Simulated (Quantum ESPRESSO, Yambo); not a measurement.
KSc2F7 (space group Cmmm, No. 65). The geometry is that of Materials Project entry mp-28439, symmetrised and not relaxed again. Chain: norm-conserving PBEsol (Quantum ESPRESSO, 84 Ry, no spin-orbit coupling); G0W0 in Yambo (2×2×4 Γ-centred k mesh, bands 3 to 166 and a 6 Ry block in the screening, 166 bands in G with the Bruneval-Gonze terminator, plasmon pole fitted at 27.2 eV); BSE (4×4×4 mesh, 20 valence and 11 conduction bands, static screening with 92 bands and a 3 Ry block, scissor 4.88 eV, Tamm-Dancoff).

The PBEsol gap (dense path) is 5.87 eV and the PBEsol gap Γ → (-0.5, -0.5, 0) on the GW mesh comes out as 5.87 eV. The PBEsol smallest direct gap on the GW mesh, at (-0.5, -0.5, 0) is 5.89 eV and the G0W0 direct gap at that point comes out as 10.77 eV. The G0W0 correction to the gap Γ → (-0.5, -0.5, 0) comes out as 4.84 eV. The lowest exciton comes out as no binding energy given (see below) and the RPA electronic dielectric constant along x is 2.46 (4×4×4 mesh, PBEsol bands).

Rough cost of the Yambo steps against G0W0 for 12 states: BSE within a factor of two, one RPA spectrum about 1/8.

Nearest settings tried, and what they do to the gap: 115 bands in W, 115 bands in G: +87 meV; 1 Ry block (17 vectors against 241): +3060 meV. Not varied: mesh. So the settings aren't converged at that level. The BSE states are vertical excitations (zero momentum). Convergence of the RPA response with its 4×4×4 mesh was not tested. The run can't give a binding energy: its band window is complete only up to 13.70 eV, too close above the direct gap of 10.77 eV. Axes are Cartesian, with cell vectors (Å) (3.27, -5.29, 0.00), (3.27, 5.29, 0.00), (0.00, 0.00, 4.05).

The structure is a Materials Project entry; no match was found in the copy of COD used, and its stability was not checked.
